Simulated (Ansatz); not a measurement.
Put AlCrBN₂ in P4/mmm (No. 123): Al on 1b; Cr on 1d; B on 1c; N on 2h.

Computed with DFT PBE, scalar-relativistic, plane waves, PAW (Ansatz 0.2.0). Cutoff 420 eV, Γ-centred mesh, Gaussian smearing, no spin polarisation.

The zero of energy is the elements' standard structures at the same level (N₂ as a molecule); no fitted shifts are applied.

Q: Predict the relaxed structure.

A:

Space group P4/mmm (No. 123). a = 3.510 Å, b = 3.510 Å, c = 6.208 Å, α = 90.00°, β = 90.00°, γ = 90.00°
```json
{"atom": "Al", "site": "1b", "symmetry": "4/mmm", "x": "0.0000", "y": "0.0000", "z": "0.5000"}
{"atom": "Cr", "site": "1d", "symmetry": "4/mmm", "x": "0.5000", "y": "0.5000", "z": "0.5000"}
{"atom": "B", "site": "1c", "symmetry": "4/mmm", "x": "0.5000", "y": "0.5000", "z": "0.0000"}
{"atom": "N", "site": "2h", "symmetry": "4mm", "x": "0.5000", "y": "0.5000", "z": "0.7852"}
```

Al is surrounded by 4 Cr at 2.48 Å; around Cr lie 2 N at 1.77 Å and 4 Al at 2.48 Å; B has 2 N at 1.33 Å; N is surrounded by 1 B at 1.33 Å and 1 Cr at 1.77 Å. Another local minimum with the same sites may exist.

Q: And its energy and gap?

A: The formation energy is +0.11 eV/atom. The gap on the 10×10×6 mesh of the 5-atom cell is 0 eV (a metal). The separate elements lie lower, so it is unstable against them.

The last run used Gaussian smearing of 0.10 eV. Trial moments died out on the coarse mesh, so the last step has no spin; another magnetic start might hold. A structure relaxed within its symmetry needn't be a true minimum.
